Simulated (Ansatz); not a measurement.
## Ba2CaBe2: settings compared (Ansatz)

The input file (Ansatz 0.2.0, plane waves):

```yaml
crystal:
  lattice:
    - [4.628007, 0.0, 0.0]
    - [0.0, 4.628007, 0.0]
    - [0.0, 0.0, 11.420356]
  atoms:
    - { symbol: Ba, position: [0.25, 0.25, 0.368] }
    - { symbol: Ba, position: [0.75, 0.75, 0.632] }
    - { symbol: Ca, position: [0.25, 0.25, 0.749] }
    - { symbol: Ca, position: [0.75, 0.75, 0.251] }
    - { symbol: Be, position: [0.25, 0.25, 0.108] }
    - { symbol: Be, position: [0.75, 0.75, 0.892] }
    - { symbol: Ba, position: [0.75, 0.25, 0.0] }
    - { symbol: Ba, position: [0.25, 0.75, 0.0] }
    - { symbol: Be, position: [0.75, 0.25, 0.5] }
    - { symbol: Be, position: [0.25, 0.75, 0.5] }
  symmetry: { tolerance: 0.0003 }
kpoints:
  mp_grid: { grid: [4, 4, 2], shift: [0, 0, 0] }
magnetization:
  spin_polarized: false
scf:
  occupations: { method: gaussian, width: 0.013 }
hamiltonian:
  pseudopotentials: { kind: paw }
  xc: pbe
basis:
  ecutwfc: 420
output:
  forces: true
  stress: true
  eigenvalues: true
  write_density: true
  write_potential: true
  elf: true
  volumetric_format: npy
```

Run with:

```bash
ansatz run input.yaml --threads 1 --pin off --max-ram 2560MiB --backend cpu --events-out ev --progress --plain --runs-dir out
```

Origin of the cell: a known structure type with other elements, at an estimated volume, so it need not be a known compound.

Output of this run (shortened):

```
Pseudopotentials: kind: paw
Pseudopotential: Ba, paw, valence charge 10, recommended cutoff 420 eV (normal), Ba.paw.azcp
Pseudopotential: Ca, paw, valence charge 10, recommended cutoff 420 eV (normal), Ca.paw.azcp
Pseudopotential: Be, paw, valence charge 2, recommended cutoff 420 eV (normal), Be.paw.azcp
Functional definition: PBE
  exchange = pbe_x(kappa = kappa, mu = beta*pi^2/3)
  correlation = pbe_c(beta = beta)
Crystal: 10 atoms, lattice volume = 244.606 Å³
Basis set: ecut = 420 eV, 4759 PW (Γ), exchange–correlation on 64×64×160 points (8 copies of the dense FFT grid, shifted against one another)
Bands: 44, of which v1, the nominal top of the filled ones, is band 34 counted from 1 (33 counted from 0)
Symmetry: 16 space group operations
Space group: P4/nmm (ITA 129), of the structure as read, at distance tolerance 1.9e-3 Å
[… 7 lines left out …]
Initial density: superposition of atomic densities (neutral atoms: chi_scale 0, normalization atom), corrected by the library's trained network
Functional: x = pbe(κ = 0.804, μ = 0.219515), c = pbe(β = 0.066725)
SCF iter   1: F=—  HF=-27791.577166 eV  Δρ=4.53e-3  dr2=3.70e-1
SCF iter   2: F=—  HF=-27791.560437 eV  Δρ=2.05e-3  dr2=2.09e-2  defer=13
SCF iter   3: F=—  HF=-27791.560453 eV  Δρ=1.77e-3  dr2=1.18e-1  defer=41
SCF iter   4: F=—  HF=-27791.556817 eV  Δρ=4.91e-4  dr2=3.53e-3  defer=41
SCF iter   5: F=—  HF=-27791.556768 eV  Δρ=2.32e-4  dr2=8.38e-4  defer=41
SCF iter   6: F=—  HF=-27791.556702 eV  Δρ=9.26e-5  dr2=5.19e-5  defer=41
SCF iter   7: F=—  HF=-27791.556817 eV  Δρ=2.12e-5  dr2=2.37e-6  defer=41
SCF iter   8: F=-27791.556816 eV  HF=-27791.556816 eV  Δρ=3.68e-6  dr2=5.13e-8
SCF 1 converged in 8 iterations: F = -27791.556816 eV  dr2 = 5.13e-8
SCF converged after 8 iterations
Free energy (F): -27791.556816 eV
Harris-Foulkes:  -27791.556816 eV  (|F-HF|=2.09e-8)
Internal energy: -27791.555017 eV  (E = F + TS)
E sigma→0 (E₀):  -27791.555917 eV
Entropy (-TS):   -0.001799 eV (-0.180 meV/atom)
Fermi energy:    8.945228 eV
--- Per-component energies (eV) ---
  E_band       = -381.761273
  E_kinetic    = 1324.439065
  E_local      = -2667.699864  (includes V_loc(G=0)·N_el)
  E_nonlocal   = 388.260870
  E_hartree    = 913.706582
  E_xc         = -1028.401312
  E_vxc        = -973.045190  (∫ρ·V_xc dr)
  E_paw        = -22862.089969  (= ΣΔE_a)
  E_vpaw       = -281.129154  (= ΣTr[D̂ρ^β])
  E_aug_tail   = -0.000022  (compensation charges beyond the density's cutoff)
  E_ewald      = -3859.770367
  E_smearing   = -0.001799  (= −TS)
  Σ components = -27791.556816   (vs F -27791.556816, Δ=0.00e0)
--- Forces (eV/Å), atoms counted from 1 ---
  atom   1  Ba     0.000000     0.000000    -1.473388
  atom   2  Ba     0.000000     0.000000     1.473388
  atom   3  Ca     0.000000     0.000000    -0.514056
[… 2 lines left out …]
  atom   6  Be    -0.000000     0.000000    -2.574375
  atom   7  Ba    -0.000000     0.000000    -0.000000
  atom   8  Ba     0.000000     0.000000     0.000000
  atom   9  Be     0.000000     0.000000    -0.000000
  atom  10  Be    -0.000000     0.000000     0.000000
  max |Σ_I F_I| component: 2.78e-17 eV/Å
--- Stress (GPa, compression-positive) ---
       14.988653       0.000000       0.000000
        0.000000      14.988653       0.000000
        0.000000       0.000000      10.334117
  P = ⅓ Tr σ = 13.4371 GPa (134.371 kbar)
```

The same input was run again with these changes:

1. `hamiltonian.xc` pbe → pbesol; `basis.ecutwfc` 420 → "700 eV"
2. `scf.n_extra_bands` default → 16; `magnetization` { spin_polarized: false } → { spin_polarized: true } (starts: flip); `hamiltonian.dispersion` default → d3bjatm; typed moments: none
3. `hamiltonian.xc` pbe → revpbe
4. `kpoints.mp_grid.grid` [4, 4, 2] → [5, 5, 2]; `scf.mixing.algorithm` default → msr1; `scf.mixing.beta` default → 0.3

```
 run        end  SCF iterations  P (GPa)  max force component (eV/Å)  moment (μB)  ΔE(σ→0) (meV/atom)
base  converged               8    13.44                       2.574            –                   0
   1  converged               9    11.43                       2.495            –                   –
   2  converged              22    11.60                       2.557         0.26                   –
   3  converged              13    14.55                       2.604            –                   –
   4  converged              10    12.89                       2.614            –               -9.17
```

Energies are compared only where functional, datasets, charge and starting cell are the same.

Caveats of the base run: the k mesh is coarse if the cell is a metal.

Run 2: spin is on but no moment was typed.
Run 3: forces of this functional can be a tenth off on datasets made under PBE.

Time of the base run: 9.8 s on 1 thread of Arm Neoverse V2, on a shared host, peak memory 0.48 GiB, from the program's own first density.
